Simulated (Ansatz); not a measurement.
**Ta$_{2}$N: strain energy, fitted**

Ta$_{2}$N, P-31m, a = 5.291 Å, c = 4.930 Å. The structure is a Materials Project entry; whether it is the stable form wasn't checked. Ansatz: r2SCAN, PAW, 500 eV, Γ-centred 12×12×8 mesh on 9 atoms, Gaussian smearing 0.10 eV; no spin polarisation. Series: equal strain along all axes, cell held, atoms relaxed; x is the strain in per cent. y is the free energy over the unstrained cell, V0 = 13.281 Å³/atom.

```
x (%) y (meV/atom)
 -2.0         47.98
 -1.0         11.61
  0.0          0.00
  1.0             ?
  2.0         42.13
```

Problem. Fit y = c2 x² + c3 x³ to the other rows, turn c2 into a modulus, and predict the missing energy.

Solution. Least squares on the rows shown. y = 11.263 x² − 0.36548 x³. In eV per unit strain² c2 is 112.6; the stiffness is B for this strain (E = 9/2 B V0 ε², shape held): 2 × 112.6 × 160.2 / (9 × 13.281) = 302 GPa. At x = 1.0 the fit asked for gives 10.90 meV/atom. The run gave 10.88 meV/atom, so the fit is 0.02 meV/atom too high, within twice the rms miss on the fitted rows (0.01 meV/atom).

The cell has an odd number of electrons and ran without spin polarisation, so a magnetic or disproportionated state may lie lower. Spin–orbit coupling is left out, which can shift energies with elements as heavy as these.

Cost: 5 runs of about 15 core-minutes in all, on Oxide Virtual Turin-like Processor (Zen 5) (shared hosts).